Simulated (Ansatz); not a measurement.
Relaxed-ion elastic tensor of NaC$_{8}$ in space group P6/mmm (No. 191; C on 6l, C on 2c, Na on 1b) in GPa (Voigt order), the program Ansatz at the PBE+D3(BJ) level (PAW); density 2.05 g/cm³, 10.70 Å³ per atom.

|  | 1 | 2 | 3 | 4 | 5 | 6 |
|---|---|---|---|---|---|---|
| 1 | 762 | 121 | 1.1 | 0.0 | 0.0 | 0.0 |
| 2 | 121 | 762 | 1.1 | 0.0 | 0.0 | 0.0 |
| 3 | 1.1 | 1.1 | 52.7 | 0.0 | 0.0 | 0.0 |
| 4 | 0.0 | 0.0 | 0.0 | 7.2 | 0.0 | 0.0 |
| 5 | 0.0 | 0.0 | 0.0 | 0.0 | 7.2 | 0.0 |
| 6 | 0.0 | 0.0 | 0.0 | 0.0 | 0.0 | 321 |

### Question
Is the crystal mechanically stable?

### Answer
Yes: the smallest eigenvalue of C is 7.2 GPa.

### Question
Work out the Voigt and Reuss bounds. Is their mean of use?

### Answer
K_V = 202, K_R = 47.3; G_V = 164, G_R = 16.1 GPa. The bounds lie so far apart that a Hill average or a Debye temperature from it would say little.

A made-up cell: these elements were put on the sites of a structure type; neither database checked (COD, Materials Project) lists it. Whether it is the stable phase at ambient conditions was not checked. The PBE+D3(BJ) relaxation kept the symmetry of its start; of distortions, only those at the zone centre were tested. As this level gives no gap, shear constants depend on the k-mesh and smearing (Fermi–Dirac, 0.1 eV here).

Potentials: the later of the program's two PAW sets.
